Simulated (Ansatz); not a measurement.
Relaxed CuPd (CsCl type):

```xyz
4
Lattice="5.8595 0.0000 0.0000 2.9298 2.9298 0.0000 0.0000 0.0000 2.9298" Properties=species:S:1:pos:R:3 pbc="T T T"
Cu     0.0000     0.0000     0.0000
Cu     2.9298     0.0000     0.0000
Pd     7.3244     1.4649     1.4649
Pd     4.3946     1.4649     1.4649
```

A phonon eigenvector at M = (0.5, 0.5, 0.0) is frozen into this cell: atom i moves by Q times the vector below, so Q is the largest atomic displacement, in Å. The cell is held. (q is in reciprocal vectors of the primitive cell; the cell shown is doubled to hold the pattern.)

| atom | x | y | z |
|---|---|---|---|
| Pd3 | 0.000 | 0.000 | -1.000 |
| Pd4 | 0.000 | 0.000 | 1.000 |

Atoms not listed stay in place.

Level of theory: LDA (plane waves to 420 eV, PAW, scalar-relativistic; Ansatz, a program for electronic structure). k mesh 16×16×16 (Γ-centred), Fermi-Dirac smearing 0.05 eV. Energies are smeared free energies. With partly filled bands, energies and forces of such displacements shift with the k mesh and the smearing. CuPd is run without spin polarisation. CuPd was relaxed with its symmetry unable to fall. ΔE is measured from the undisplaced structure. The last digit holds for this mesh only.

| Q (Å) | ΔE (meV/cell) |
|---|---|
| -0.2800 | 583.5 |
| -0.2333 | withheld |
| -0.1867 | 256.5 |
| -0.1400 | 144.0 |
| -0.0933 | 64.1 |
| -0.0467 | 16.1 |
| 0.0000 | 0.0 |
| 0.0467 | 16.1 |
| 0.0933 | 64.1 |
| 0.1400 | 144.0 |
| 0.1867 | 256.5 |
| 0.2333 | withheld |
| 0.2800 | 583.5 |

Q: Fit an even polynomial form (powers 2, 4, 6) to the given rows and predict ΔE at Q = -0.2333.

A: Least squares on the 11 given rows: ΔE = (7361)·Q² + (-1003)·Q⁴ + (26050)·Q⁶, in meV/cell with Q in Å; root-mean-square residual 0.06 meV/cell. At -0.2333 the fit gives 401.9 meV/cell; the calculation gives 402.7 meV/cell, so the interpolation is off by -0.8 (-0.2 %). The quadratic term alone would give 400.7 meV/cell.

(A displaced cell: forces are minus the slopes of the energy, force constants its curvatures, and phonons follow from these.)
